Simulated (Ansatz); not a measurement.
KAgF4:
```
CELL_PARAMETERS angstrom
     -2.81502     2.81502     5.68851
      2.81502    -2.81502     5.68851
      2.81502     2.81502    -5.68851
ATOMIC_POSITIONS crystal
  K  0.25000 0.25000 0.00000
  K  0.75000 0.75000 0.00000
  Ag 0.50000 0.00000 0.50000
  Ag 0.00000 0.50000 0.50000
  F  0.44331 0.94331 0.15572
  F  0.55669 0.05669 0.84428
  F  0.94331 0.78759 0.50000
  F  0.05669 0.21241 0.50000
  F  0.78759 0.28759 0.84428
  F  0.21241 0.71241 0.15572
  F  0.28759 0.44331 0.50000
  F  0.71241 0.55669 0.50000
```

Cartesian axes are those of the cell as given.

**Question.** Give the high-frequency dielectric tensor and the Born effective charge tensors of the independent atoms from DFPT, LDA (plane waves, PAW; program Ansatz).

**Answer.** 
ε∞:
```
2.53  0.00  0.00
0.00  2.53  0.00
0.00  0.00  2.71
```
Z* of atom 1 (K), rows: field, columns: displacement, in e:
```
1.20  0.00  0.00
0.00  1.20  0.00
0.00  0.00  1.58
```
Z* of atom 3 (Ag), rows: field, columns: displacement, in e:
```
2.05  0.46  0.00
0.46  2.05  0.00
0.00  0.00  2.04
```
Z* of atom 5 (F), rows: field, columns: displacement, in e:
```
-0.81  -0.21   0.38
-0.21  -0.81   0.38
 0.33   0.33  -0.90
```

Space group I4/mcm. The first step of the workflow began from a Materials Project structure, measured or hypothetical; the Crystallography Open Database files this formula in space group No. 140, but the cells were not matched. Whether it is the stable phase at ambient conditions was not checked. The LDA relaxation kept the symmetry of its start; whether a distortion lowers the energy is not shown. The run is not spin-polarised. Spin–orbit coupling is left out wherever it is not named.

Potentials: the later of the program's two PAW sets.
